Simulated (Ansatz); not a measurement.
A trial cell of TiW₂, before relaxation:

```xyz
6
Lattice="4.9847 0.0000 0.0000 -2.4924 4.3169 0.0000 0.0000 0.0000 4.5470" Properties=species:S:1:pos:R:3 pbc="T T T"
Ti    0.0000    2.8779    0.0000
Ti    2.4924    1.4390    0.0000
W     0.0000    0.0000    0.0000
W     1.6616    2.8779    2.2735
W     1.6616    0.0000    2.2735
W    -0.8308    1.4390    2.2735
```

Level of theory: DFT PBE, scalar-relativistic, plane waves, PAW in Ansatz. Cutoff 420 eV, Gaussian smearing, Γ-centred meshes. Cell and atoms relax on a converged mesh. In metals the finer mesh still leaves noise of several meV/atom or more. The steps can't lower the symmetry of their start. No spin polarisation in the relaxation; trial moments died out in a coarse test.

A guess keeps its type if space group and coordination stay and the shape of the cell changes little (axis ratios within about 15 %, angles within 6°); the volume may change.

Q: Does it keep its structure type, or change into something else?

A: It keeps its type. The symmetry stays P-62m (No. 189). The volume per atom grows by 1.3 %, from 16.3 to 16.5 Å³. The shortest distance goes from 2.82 Å (Ti–W and W–W) to 2.77 Å (W–W). The ratio c/a of the conventional cell changes by a factor of 1.13. Counting neighbours within 15 % of an atom's shortest distance, the start has Ti 12, W 12 and the end Ti 12, W 12.

Formation energies are uncorrected and refer to the elements' standard structures at the same level.

Q: At what energy does it end?

A: +0.35 eV/atom. The separate elements lie lower, so it is unstable against them.

The last run used a 12×12×8 mesh (in the run's order of axes) for its 6-atom cell and Gaussian smearing of 0.10 eV. Spin–orbit coupling, which can matter for W, is left out. Symmetry constrained the relaxation, so the result can be a saddle point. Another cell of TiW2 relaxed alike, in P-3m1, lies 0.42 eV/atom lower, so this cell isn't the stable form at this level.
